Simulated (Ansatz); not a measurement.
**HfOs: moving Os off its site**

HfOs, Pm-3m, a = 3.239 Å (as given, not relaxed at this level: -3.2 GPa). The structure is a COD entry; whether it is the stable form wasn't checked. Ansatz: PBEsol, PAW, 420 eV, Γ-centred 14×14×14 mesh on 2 atoms, Gaussian smearing 0.15 eV; no spin polarisation.

```xyz
2
Lattice="3.2390 0.0000 0.0000 0.0000 3.2390 0.0000 0.0000 0.0000 3.2390" Properties=species:S:1:pos:R:3 pbc="T T T"
Hf    0.0000    0.0000    0.0000
Os    1.6195    1.6195    1.6195
```

Atom 2 (Os) moves by x along the unit vector (0.000, 1.000, 0.000), with its periodic images; all else is held. y is the free energy of the cell over the start, F the force along the path summed over the moved atoms. Symmetry makes y even in x.

| x (Å) | y (meV) | F (eV/Å) |
| --- | --- | --- |
| -0.5000 | 973.1 | 3.92 |
| -0.2500 | 245.8 | 1.96 |
| 0.0000 | 0.0 | 0.00 |
| 0.0625 | 15.2 | -0.49 |
| 0.1250 | 61.2 | -0.98 |
| 0.1875 | 138.2 | -1.48 |
| 0.3125 | ? | ? |
| 0.3750 | 547.3 | -2.89 |
| 0.4375 | 743.9 | -3.41 |

Task: Fit y = c2 x² + c4 x⁴ to the energies of the other rows, give the force constant, and predict energy and force of the missing row.

Result: Least squares on the rows shown. y = 3909.4 x² − 82.932 x⁴. The force constant is 2 c2 = 7.82 eV/Å², for the cell as given, at -3.2 GPa (for all images moving together, not for a lone atom). With two atoms in a cubic cell this is the optical mode at Γ (in a metal it hangs on mesh and smearing): ω = 521.5 √(2 c2/μ) = 152 cm⁻¹ for μ = 92.09 u. The force −dy/dx at the missing row is -2.43 eV/Å (computed -2.41). At x = 0.3125 the fit asked for gives 381.0 meV. The run gave 382.2 meV, so the fit is 1.2 meV too low, within twice the rms miss on the fitted rows (1.0 meV).

Spin–orbit coupling is left out, which can shift energies with elements as heavy as these.